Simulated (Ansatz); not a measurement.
# Relaxing an invented SnO3 structure

Computed with DFT PBE, scalar-relativistic, plane waves, PAW (Ansatz 0.2.0). Cutoff 420 eV, Gaussian smearing, Γ-centred meshes. Cell and atoms relax first on a coarse mesh, the cell is then made exact in the group found at 0.06 to 0.08 Å, and last on a converged mesh; the steps can't lower the symmetry of their start. No spin polarisation.

This trial cell of SnO3 was written down by chemical analogy (P2_1/m, No. 11). Its size is a guess.

```xyz
8
Lattice="4.4200 0.0000 0.0000 0.0000 3.1200 0.0000 -0.9835 0.0000 7.6773" Properties=species:S:1:pos:R:3 pbc="T T T"
Sn    0.6145    0.7800    5.0363
Sn    2.8220    2.3400    2.6410
O     1.3976    2.3400    6.3414
O    -0.1101    2.3400    6.3798
O     0.6045    2.3400    3.4241
O     2.0389    0.7800    1.3358
O     3.5466    0.7800    1.2975
O     2.8320    0.7800    4.2532
```

The zero of energy is the elements' standard structures at the same level (O₂ as a molecule); no fitted shifts are applied. The references include grey tin.

Task: What does it relax into?

Result: The symmetry stays P2_1/m (No. 11). The volume per atom shrinks by 1.2 %, from 13.2 to 13.1 Å³. The shortest distance goes from 1.51 Å (O–O) to 1.60 Å (O–O). The end holds O–O pairs (shortest 1.60 Å, as in peroxide). Conventional cell: a = 4.254 Å, b = 3.166 Å, c = 7.824 Å, β = 96.8°. Sn has 6 O at 2.14–2.16 Å and 2 O at 2.30 Å; around O on its first site lie 1 O at 1.60 Å and 2 Sn at 2.16 Å; O on its second site is surrounded by 1 O at 1.60 Å and 2 Sn at 2.16 Å; O on its third site has 2 Sn at 2.14 Å and 2 Sn at 2.30 Å.

```xyz
8
Lattice="4.2543 0.0000 0.0000 0.0000 3.1660 0.0000 -0.9272 0.0000 7.7691" Properties=species:S:1:pos:R:3 pbc="T T T"
Sn    0.6007    0.7915    5.0486
Sn    2.7263    2.3745    2.7205
O     1.4000    2.3745    6.2841
O    -0.2000    2.3745    6.2786
O     0.6007    2.3745    3.6015
O     1.9270    0.7915    1.4850
O     3.5271    0.7915    1.4905
O     2.7263    0.7915    4.1676
```

Task: How does it come out in energy, and is it a metal?

Result: The formation energy is −0.662 eV/atom and the gap on the 6×8×4 mesh of the 8-atom cell is 0.98 eV.

The last run used Gaussian smearing of 0.02 eV. Weakly bound directions are ill-defined at this level, which has no dispersion term. Kohn–Sham gaps at this level usually fall short of measured ones. A later test with randomly moved atoms led to a structure 44 meV/atom lower, so this end is a saddle point or a shallow minimum. Another cell of the same search, in P-1, lies 44 meV/atom lower, so this cell isn't the stable form at this level.
